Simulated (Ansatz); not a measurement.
The slice is one period of a {100} plane through atoms; its size isn't given.

Computed with PBEsol (plane waves to 420 eV, PAW, scalar-relativistic; Ansatz, a program for electronic structure). Near the nuclei the fields are pseudised (PAW); where an atom keeps semicore shells as valence, they peak there.

```
|@@@%#*+==--:::::::--==+*#%@@|
|@@%#*+===--:::::::--===+*#%@|
|%%#**+==---:::::::---==+**#%|
|##**+===--::::.::::--===+**#|
|**++===---:::...:::---===++*|
|++====---:::.....:::---====+|
|=====---:::.......:::---====|
|===----:::.........:::----==|
|------:::...     ...:::-----|
|----::::...       ...::::---|
|:::::::...         ...::::::|
|::::::...           ...:::::|
|:::::....           ....::::|
|::::.....            ....:::|
|:::::....           ....::::|
|::::::...           ...:::::|
|:::::::...         ...::::::|
|----::::...       ...::::---|
|------:::...     ...:::-----|
|===----:::.........:::----==|
|=====---:::.......:::---====|
|++====---:::.....:::---====+|
|**++===---:::...:::---===++*|
|##**+===--::::.::::--===+**#|
|%%#**+==---:::::::---==+**#%|
|@@%#*+===--:::::::--===+*#%@|
|@@@%#*+==--:::::::--==+*#%@@|
|@@@%#*+==--:::::::--==+*#%@@|
```
Scale: ten equal steps from -1.67 (start of ' ') to 1.66 (end of '@'), in the order ' .:-=+*#%@'. Values: log₁₀ of the valence density in e/Å³. The map has 28 points along u (one character each, u = 0 at the left) and 28 along v (v = 0 in the bottom row). The scale is logarithmic, as a density can span decades between atoms and voids.

```
|xxx+#@@@@@%*=:::=*%@@@@@#+xx|
|xxx*%@@@@@%*=:::=*%@@@@@%*xx|
|x+*#%@@@@%#+-:::-+#%@@@@%#*+|
|##%%@@@@@%#+-:.:-+#%@@@@@%%#|
|@@@@@@@@%#*=:...:=*#%@@@@@@@|
|@@@@@@@%%*+-:...:-+*%%@@@@@@|
|@@@@@@%%#+=:.   .:=+#%%@@@@@|
|@@@@@%%#+=:..   ..:=+#%%@@@@|
|@@@%%#*+=-..     ..-=+*#%%@@|
|%%%##*+=:..       ..:=+*##%%|
|***++=-:..         ..:-=++**|
|===--::..           ..::--==|
|-::::..               ..::::|
|::::...               ...:::|
|-::::..               ..::::|
|===--::..           ..::--==|
|***++=-:..         ..:-=++**|
|%%%##*+=:..       ..:=+*##%%|
|@@@%%#*+=-..     ..-=+*#%%@@|
|@@@@@%%#+=:..   ..:=+#%%@@@@|
|@@@@@@%%#+=:.   .:=+#%%@@@@@|
|@@@@@@@%%*+-:...:-+*%%@@@@@@|
|@@@@@@@@%#*=:...:=*#%@@@@@@@|
|##%%@@@@@%#+-:.:-+#%@@@@@%%#|
|x+*#%@@@@%#+-:::-+#%@@@@%#*+|
|xxx*%@@@@@%*=:::=*%@@@@@%*xx|
|xxx+#@@@@@%*=:::=*%@@@@@#+xx|
|xxxx#@@@@@%*=-:-=*%@@@@@#xxx|
```
Scale: ten equal steps from 0.01 (start of ' ') to 0.80 (end of '@'), in the order ' .:-=+*#%@'. Values: electron localisation function (ELF). The map has 28 points along u (one character each, u = 0 at the left) and 28 along v (v = 0 in the bottom row). Points within 0.4 Å of a nucleus are blanked (x), as the pseudised field means little there.

### Question
Which relaxed crystal do these maps come from?
A) GaP (zinc blende)
B) GaAs (zinc blende)
C) BeSe (zinc blende)

### Answer
C, BeSe (zinc blende). Atoms on the slice: Se at (0.00, 0.00)

All were relaxed with their symmetry unable to fall.
